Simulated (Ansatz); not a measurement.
## Scan of one atom of the cell for MgO (rock salt)

Relaxed MgO (rock salt):

```xyz
2
Lattice="0.0000 2.1022 2.1022 2.1022 0.0000 2.1022 2.1022 2.1022 0.0000" Properties=species:S:1:pos:R:3 pbc="T T T"
O      0.0000     0.0000     0.0000
Mg     2.1022     2.1022     2.1022
```

In this cell atom 1 (O, nearest neighbour Mg at 2.102 Å; its periodic images, 3.0 Å or more away, move with it) is moved by s along Cartesian [110], unit vector (0.707, 0.707, 0.000); all other atoms and the cell stay fixed.

Calculation: r2SCAN (plane waves to 500 eV, PAW, scalar-relativistic; Ansatz, a quantum-chemistry and plane-wave program). k mesh 11×11×11 (Γ-centred), Fermi-Dirac smearing 0.05 eV. E stands for the smeared free energy. Compression counts positive. F∥ is the force on the atom along that direction. MgO was relaxed with its symmetry unable to fall. The zero of ΔE is the undisplaced structure.

```csv
s (Å),ΔE (meV/cell),F∥ (eV/Å),P (GPa)
-0.420,554,2.879,17.6
-0.336,343,2.173,11.2
-0.252,187,1.544,6.3
-0.168,81,0.985,2.8
-0.084,20,0.479,0.7
0.000,0,0.000,0.0
0.084,20,-0.479,0.7
0.168,81,-0.985,2.8
0.252,187,-1.544,6.3
0.336,343,-2.173,11.2
0.420,554,-2.879,17.6
```

Key numbers:

The energy at s = 0.420 Å is 554 meV/cell and the force along the line at s = -0.420 Å is 2.88 eV/Å. The force constant k = d²E/ds² at s = 0 (finite differences) is 5.64 eV/Å². The zone-centre optical wavenumber from k (transverse: no LO-TO term) comes out as 399 cm⁻¹. Symmetry of the curve: even: the same for both signs. Shape of the curve: a single well with its minimum at or next to zero displacement. Harmonic estimate at the end of the scan: ½ks² = 498 meV/cell against the computed 554 meV/cell, so the well is stiffer than harmonic there.

(A displaced cell: forces are minus the slopes of the energy, force constants its curvatures, and phonons follow from these.)
